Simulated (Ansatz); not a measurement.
**Trial structures of TmSb₂Cl₂: starts and ends**

All numbers below come from DFT PBE, scalar-relativistic, plane waves, PAW, and for the lanthanide a 4f-in-core norm-conserving potential (Ansatz 0.2.0). Settings: cutoff 690 eV, Γ-centred meshes spaced at most about 0.3 Å⁻¹, and about 0.25 Å⁻¹ or finer for metals (2π included), Gaussian smearing. No spin polarisation in the final relaxations.

Each guess was relaxed in cell and atoms at zero pressure, within the symmetry of its start. Temperature and zero-point effects are left out. Coordination counts Cl atoms around Sb and Tm (those within 1.25 times the shortest such distance or 1.15 times the sum of covalent radii, 1.27 where that leaves under three; a plus sign parts nearer from farther groups; the shortest distance is added where it exceeds 1.18 times the sum of covalent radii).

```
guess      made from  start group  V start (Å³/atom)  end group  V end (Å³/atom)           coordination at the end  gap on mesh (eV)  E over the lowest end (meV/atom)
    1  CeMg2Si2 type       P4/mmm               31.0     P4/mmm             26.9  Tm 8 from 4.1 Å, Sb 4 from 3.0 Å                 0                               868
    2  DyAl2Si2 type        P-3m1               32.3      P-3m1             34.1           Tm 6, Sb 3+1 from 4.7 Å                 0                                 0
    3   Ba2SrN2 type        P-3m1               32.0      P-3m1             36.2             Tm 6 from 3.8 Å, Sb 1                 0                               615
    4    random cell       P4/mmm               31.1     P4/mmm             34.3             Tm 2, Sb 4 from 3.0 Å                 0                              1078
    5  CeMg2Si2 type       P4/mmm               31.0          ?                ?                                 ?                 ?                                 ?
```

Guess 5 as it starts:

Space group P4/mmm (No. 123). a = 4.854 Å, b = 4.854 Å, c = 6.584 Å, α = 90.00°, β = 90.00°, γ = 90.00°
```json
{"atom": "Tm", "site": "1a", "symmetry": "4/mmm", "x": "0.0000", "y": "0.0000", "z": "0.0000"}
{"atom": "Sb", "site": "2e", "symmetry": "mmm.", "x": "0.0000", "y": "0.5000", "z": "0.5000"}
{"atom": "Cl", "site": "2h", "symmetry": "4mm", "x": "0.5000", "y": "0.5000", "z": "0.2400"}
```

Problem. Fill in the missing row: what does this guess relax into, and where does it rank?

Solution. It ends in space group P4/mmm (No. 123), with a = 4.983 Å, c = 5.770 Å, 28.7 Å³/atom and no gap. It lies 1.19 eV/atom over the lowest end, above guess 4 and so the highest of the set. The shortest distance is 2.76 Å (Cl–Cl) in this end and 2.72 Å (Tm–Cl) in the lowest (guess 2). The lowest (guess 2) holds Sb–Sb nets (shortest 2.83 Å); in this end the shortest Sb–Sb distance is 3.52 Å.

```yaml
crystal:
  lattice:
    - [4.98281, 0.00000, 0.00000]
    - [0.00000, 4.98281, 0.00000]
    - [0.00000, 0.00000, 5.76983]
  atoms:
    - { symbol: Tm, position: [0.00000, 0.00000, 0.00000] }
    - { symbol: Sb, position: [0.00000, 0.50000, 0.50000] }
    - { symbol: Sb, position: [0.50000, 0.00000, 0.50000] }
    - { symbol: Cl, position: [0.50000, 0.50000, 0.23885] }
    - { symbol: Cl, position: [0.50000, 0.50000, 0.76115] }
```

Formation energies are uncorrected and refer to the elements' standard structures at the same level (Cl₂ as a molecule).

Problem. Is the lowest end bound against the elements?

Solution. Yes: its formation energy is −1.06 eV/atom. It lies below the elements, which doesn't yet make it stable against other compounds or structures.

Weakly bound directions are ill-defined at this level, which has no dispersion term (P-3m1 at 34.1 Å³/atom, P-3m1 at 36.2 Å³/atom), and this can change margins and order among such cells. Spin–orbit coupling, which can matter for Sb, is left out. In P-3m1 at 34.1 Å³/atom, P-3m1 at 36.2 Å³/atom, P4/mmm at 26.9 Å³/atom, P4/mmm at 34.3 Å³/atom, P4/mmm at 28.7 Å³/atom an odd number of valence electrons (the lanthanide is held trivalent, its 4f shell in the core) allows no gap without spin; another valence of the lanthanide, a larger cell or a magnetic state could open one. A magnetic state wasn't ruled out in cells without spin, among them P4/mmm at 26.9 Å³/atom. Cells relaxed within their symmetry can be saddle points. A lower structure may well exist outside this small set. Some structure types and database cells were kept out of the candidates from the start, so a known form may be missing.

The lanthanide is trivalent by construction, without f bands, f moments or other valences. The reference runs of the other elements, and any phases without the lanthanide, used 420 eV, which shifts energies against them by under 10 meV/atom. The lanthanide's reference is the lowest of its hcp, dhcp and fcc cells.
